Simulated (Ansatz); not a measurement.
A geometry of Sb away from equilibrium: step 2 of the relaxation of a generated cell, Sb placed in the trigonal-Se structure type. These are r2SCAN (plane waves to 500 eV, PAW, scalar-relativistic; Ansatz, a program for electronic structure) values and carry that method's errors. Γ-centred k-mesh 7×7×6 on the run's cell (coarser than for final values), Fermi–Dirac smearing 0.05 eV. The plane waves were selected for a different cell earlier on the path.

```xyz
3
Lattice="4.8653 0.0000 0.0000 -2.4326 4.2134 0.0000 0.0000 0.0000 5.5600" Properties=species:S:1:pos:R:3 pbc="T T T"
Sb     1.2243     0.0000     4.6333
Sb    -0.6121     1.0603     0.9267
Sb     1.8205     3.1532     2.7800
```

Q: What forces act on the atoms (eV/Å)?

A: 
| atom | Fx | Fy | Fz |
|---|---|---|---|
| Sb1 | 0.80 | 0.00 | 0.00 |
| Sb2 | -0.40 | 0.69 | 0.00 |
| Sb3 | -0.40 | -0.69 | 0.00 |

The path ends in Pm-3m (No. 221) (AFLOW prototype A_cP1_221_a (A_h)). No spin polarisation in the result. The relaxed primitive cell holds an odd number of electrons. A magnetic state may lie lower.

The run could not lose the symmetry of its start, so the end can be a saddle point.

The end of the path is a generated cell of Sb: the first start was made by placing the elements on the sites of a structure type, and the end was not matched to a known phase here, so it may be hypothetical. Known forms of Sb include space group No. 166.
